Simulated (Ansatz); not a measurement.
Level of theory: Ansatz, DFT PBE, scalar-relativistic, plane waves, PAW. Cutoff 420 eV, Γ-centred meshes of about 0.25 Å⁻¹ or finer for metals and 0.3 Å⁻¹ for insulators (2π included), Gaussian smearing. No spin polarisation.

These are static total energies at zero pressure.

Compare these two cells of Zr3W4Se, each relaxed at this level.

A. Space group P4mm (No. 99), tetragonal, a = 3.231 Å, c = 14.349 Å. Around Zr on its first site lie 4 W at 2.94 Å, 4 Se at 3.07 Å, 4 Zr at 3.23 Å, 1 W at 3.32 Å and 1 Zr at 3.79 Å; Zr on its second site is surrounded by 4 W at 2.92 Å, 8 Zr at 3.22–3.23 Å and 1 W at 3.31 Å; Zr on its third site has 4 Se at 2.87 Å, 8 Zr at 3.22–3.23 Å and 1 Zr at 3.79 Å; around W on its first site lie 4 W at 2.73 Å, 4 Zr at 2.92 Å and 5 W at 3.15–3.23 Å; around Se lie 4 Zr at 2.87 Å, 4 Zr at 3.07 Å and 4 Se at 3.23 Å; 3 more sites not described.

B. Space group P4/mmm (No. 123), tetragonal, a = 3.247 Å, c = 14.088 Å. Around Zr on a site of symmetry 4/mmm lie 8 W at 2.93 Å, 2 W at 3.24 Å and 4 Zr at 3.25 Å; Zr on a site of symmetry 4mm is surrounded by 4 W at 2.98 Å, 4 Se at 2.99 Å, 4 Zr at 3.25 Å, 1 W at 3.32 Å and 1 Zr at 3.82 Å; W on its first site has 4 W at 2.71 Å, 4 Zr at 2.98 Å, 1 Zr at 3.24 Å, 4 W at 3.25 Å and 1 Se at 3.80 Å; W on its second site is surrounded by 4 W at 2.71 Å, 4 Zr at 2.93 Å, 4 W at 3.25 Å and 1 Zr at 3.32 Å; Se has 8 Zr at 2.99 Å, 4 Se at 3.25 Å and 2 W at 3.80 Å.

**Question.** Which arrangement of the elements on these sites is preferred, and by what margin?

**Answer.** A is lower, by 22 meV/atom. The two share one framework of sites and differ in which element sits where. A has space group P4mm (No. 99), 18.7 Å³/atom and no gap on its mesh; B has space group P4/mmm (No. 123), 18.6 Å³/atom and no gap. Counting W or Zr atoms around Se (for each partner element, those within 1.25 times its shortest distance or 1.15 times the sum of covalent radii, where it is the nearest in units of that sum or under 1.3), A and B both have Se 8. Both come from trial cells of a structure search, whose lowest cell (Amm2, 18.9 Å³/atom) lies 35 meV/atom below the lower of the two.

For metals, differences of a few meV/atom aren't resolved. These runs have no spin–orbit coupling, which can matter for W. With atoms moved at random, A (by 35 meV/atom) fell into a lower structure and B came back.
